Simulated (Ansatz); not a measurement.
The cell below belongs to a search over invented structures; it isn't taken from experiment.

Input and command of a plane-wave DFT calculation in Ansatz:

```yaml
crystal:
  lattice:
    - [0.0, 5.075, 5.075]
    - [5.075, 0.0, 5.075]
    - [5.075, 5.075, 0.0]
  atoms:
    - { symbol: Ca, position: [0.25, 0.25, 0.25] }
    - { symbol: Ca, position: [0.75, 0.75, 0.75] }
    - { symbol: Ti, position: [0.5, 0.5, 0.5], spin: 1.0 }
    - { symbol: Al, position: [0.0, 0.0, 0.0] }
    - { symbol: C, position: [0.81527094, 0.18472906, 0.18472906] }
    - { symbol: C, position: [0.18472906, 0.81527094, 0.18472906] }
    - { symbol: C, position: [0.18472906, 0.18472906, 0.81527094] }
    - { symbol: C, position: [0.18472906, 0.81527094, 0.81527094] }
    - { symbol: C, position: [0.81527094, 0.18472906, 0.81527094] }
    - { symbol: C, position: [0.81527094, 0.81527094, 0.18472906] }
    - { symbol: "N", position: [0.7, 0.3, 0.3] }
    - { symbol: "N", position: [0.3, 0.7, 0.3] }
    - { symbol: "N", position: [0.3, 0.3, 0.7] }
    - { symbol: "N", position: [0.3, 0.7, 0.7] }
    - { symbol: "N", position: [0.7, 0.3, 0.7] }
    - { symbol: "N", position: [0.7, 0.7, 0.3] }
basis:
  ecutwfc: 420
kpoints:
  mp_grid: { grid: [4, 4, 4] }
hamiltonian:
  xc: pbe
scf:
  occupations: { method: gaussian, width: 0.1 }
  lower_state_search: "off"
output:
  forces: true
  stress: true
  eigenvalues: true
  populations: true
magnetization:
  spin_polarized: true
relax:
  adjacent_minimum: "off"
  f_tol: 0.04
  max_steps: 70
  cell: { stress_tol: 0.4 }
```

```bash
ansatz run input.yaml --threads 1 --pin off --max-ram 2560MiB --backend cpu --events-out ev --progress --plain --runs-dir out
```

Processor: Intel(R) Xeon(R) 6975P-C (Granite Rapids), 1 thread, on a host shared with other jobs.

**Question.** How long does it run, and how much memory does it take?

**Answer.** About 2.1 min, peak memory 0.81 GiB. It solves 61 bands at 8 k points (after reduction by symmetry) with about 5769 plane waves (on the last cell), in 102 SCF iterations over 9 ionic steps.
